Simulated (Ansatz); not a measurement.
**SnO2: energy along a strain**

SnO2, R-3m, a = 3.234 Å, c = 14.402 Å (as given, not relaxed at this level: -9.1 GPa, forces to 0.68 eV/Å). This isn't the usual stable structure of the compound. Ansatz: LDA, PAW, 420 eV, Γ-centred 12×12×12 mesh on 3 atoms, Gaussian smearing 0.05 eV; no spin polarisation. Cell vectors (Å): 1.617 0.934 4.801; -1.617 0.934 4.801; 0.000 -1.867 4.801. The cell is strained by x per cent times the pattern (0 0 1 0 0 0) in the order xx yy zz yz xz xy (engineering shears), with fractional coordinates held. y is the free energy over the start, V0 = 14.496 Å³/atom.

| x (%) | y (meV/atom) |
| --- | --- |
| -6.00 | -25.20 |
| -4.50 | -21.74 |
| -3.00 | -16.35 |
| -1.50 | ? |
| 0.00 | 0.00 |
| 1.50 | 10.88 |
| 3.00 | 23.51 |
| 4.50 | 37.87 |
| 5.25 | 45.70 |
| 6.00 | 53.92 |

Fit y = c1 x + c2 x² + c3 x³ to the other rows, get the stiffness along the pattern, and predict the missing energy.

Least squares on the rows shown. y = 6.6609 x + 0.39876 x² − 0.0018628 x³. The clamped-ion stiffness p·C·p = 2 × 3.988 eV × 160.2 / 14.496 Å³ = 88 GPa, which is C33 in these axes (second derivative at the start, which stands under stress). At x = -1.50 the fit asked for gives -9.09 meV/atom. The run gave -9.09 meV/atom, the same to the digits shown.